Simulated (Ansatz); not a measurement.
## Energy against volume for Ti (hcp, Mg type)

Ti (hcp, Mg type)

```yaml
crystal:
  lattice:
    - [2.90040, 0.00000, 0.00000]
    - [-1.45020, 2.51182, 0.00000]
    - [0.00000, 0.00000, 4.59020]
  atoms:
    - { symbol: Ti, position: [0.33333, 0.66667, 0.75000] }
    - { symbol: Ti, position: [0.66667, 0.33333, 0.25000] }
```

E(V) scan at fixed shape, V₀ the volume above. Symmetry pins the atoms to their sites.

Level of theory: PBEsol (plane waves to 420 eV, PAW, scalar-relativistic; Ansatz, a first-principles code). k mesh 18×18×10 (Γ-centred), Fermi-Dirac smearing 0.05 eV. Energies are smeared free energies. Stress and pressure are positive under compression. With the shape held, the modulus is that of even scaling; a crystal free to change shape is softer. The PAW data are Ansatz's earlier set. Ti is run without spin polarisation. Ti was relaxed with its symmetry unable to fall. ΔE is measured from the relaxed starting cell.

```csv
V (Å³/cell),ΔE (kJ/mol of atoms),P (GPa)
28.09,20.0,28.1
28.98,13.3,21.9
29.87,8.1,16.4
30.77,4.4,11.6
31.66,1.9,7.2
32.55,0.4,3.4
33.44,0.0,0.0
34.33,0.4,-3.0
35.22,1.6,-5.7
36.12,3.4,-8.0
37.01,5.9,-10.1
37.90,8.8,-11.9
38.79,12.3,-13.6
```

What the scan shows:

| Item | Result |
|---|---|
| Pressure at the smallest volume | 28.1 GPa |
| Energy cost of the largest compression | 207 meV/atom |
| Energy cost of the largest expansion | 127 meV/atom |
| Bulk modulus at fixed cell shape B₀ (third-order Birch-Murnaghan fit) | 119 GPa |
| Pressure derivative B₀′ (fit) | 3.5 |
| Equilibrium volume of the fit | 16.72 Å³/atom |
| Pressure for 5 % compression (fit) | 6.7 GPa |

(Under strain, the slope of the energy per volume gives the stress and its curvature an elastic modulus.)
